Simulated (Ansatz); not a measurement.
NaI (rock salt, Fm-3m), a = b = c = 6.461 Å, α = β = γ = 90.00°; the cell used has 2 atoms.

Relaxed with r²SCAN.

Q: Decompose the optical modes at the zone centre into irreducible representations, and say which are infrared and Raman allowed.

A: Point group m-3m: Γ_opt = T1u. Infrared: T1u. Raman: none.

Q: Assign frequencies (DFPT, DFT-r²SCAN in the program Ansatz with PAW potentials; without the LO–TO term).

A: T1u 116 cm⁻¹.

Symmetry was held in the r²SCAN relaxation; phonons on a q-mesh show no instability. Scalar-relativistic: spin–orbit coupling is off unless named, which matters more the heavier the elements.

Potentials: the later of the program's two PAW sets.
